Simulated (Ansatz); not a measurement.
## CoSi$_{2}$: from a starting cell to a relaxed one

The start is a generated cell, CoSi2 placed in the AFLOW prototype AB2_oP6_58_a_g (C35, as in CaCl2). Cell shape, volume and atoms are optimised at zero target pressure with PBEsol (plane waves to 420 eV, PAW, scalar-relativistic; Ansatz, a program for electronic structure). The first steps use a coarse 5×5×7 k-mesh.

Starting cell:
```yaml
crystal:
  lattice:
    - [4.67707, 0.00000, 0.00000]
    - [0.00000, 4.81949, 0.00000]
    - [0.00000, 0.00000, 3.14803]
  atoms:
    - { symbol: Co, position: [0.00000, 0.00000, 0.00000] }
    - { symbol: Co, position: [0.50000, 0.50000, 0.50000] }
    - { symbol: Si, position: [0.27500, 0.32500, 0.00000] }
    - { symbol: Si, position: [0.77500, 0.17500, 0.50000] }
    - { symbol: Si, position: [0.22500, 0.82500, 0.50000] }
    - { symbol: Si, position: [0.72500, 0.67500, 0.00000] }
```
Spin-polarised start, with parallel moments on Co.

**Question.** What pressure does the first self-consistent step give?

**Answer.** +48 GPa (positive: the cell is compressed).

**Question.** How does the volume per atom move from start to end?

**Answer.** +22.4 %, from 11.83 to 14.48 Å³/atom.

**Question.** How do the shortest distances between atoms change?

**Answer.** The closest pairs of elements (up to four, under 3.6 Å), start → end: Co–Si 2.03 → 2.19 Å; Si–Si 2.70 → 2.91 Å; Co–Co 3.15 → 2.91 Å.

**Question.** What band gap does the relaxed structure have at this level?

**Answer.** No gap (metallic).

**Question.** Write out the relaxed structure.

**Answer.** 
Space group P4₂/mnm (No. 136); a = 5.465 Å, b = 5.465 Å, c = 2.908 Å, α = 90.00°, β = 90.00°, γ = 90.00°

```
atom  site  symmetry       x       y       z
----  ----  --------  ------  ------  ------
Co      2a      m.mm  0.0000  0.0000  0.0000
Si      4g      m.2m  0.2170  0.2170  0.5000
```

Final values are on a 9×9×16 k-mesh of the relaxed cell. No spin polarisation in the result: the starting moments vanished. A magnetic state may lie lower.

The run could not lose the symmetry of its start: the end is stationary, and may be a saddle point rather than a minimum.

The relaxed structure here is a generated cell of CoSi2: the first start was made by placing the elements on the sites of a structure type, and the end was not matched to a known phase here, so it may be hypothetical. Known forms of CoSi2 include space group No. 225.
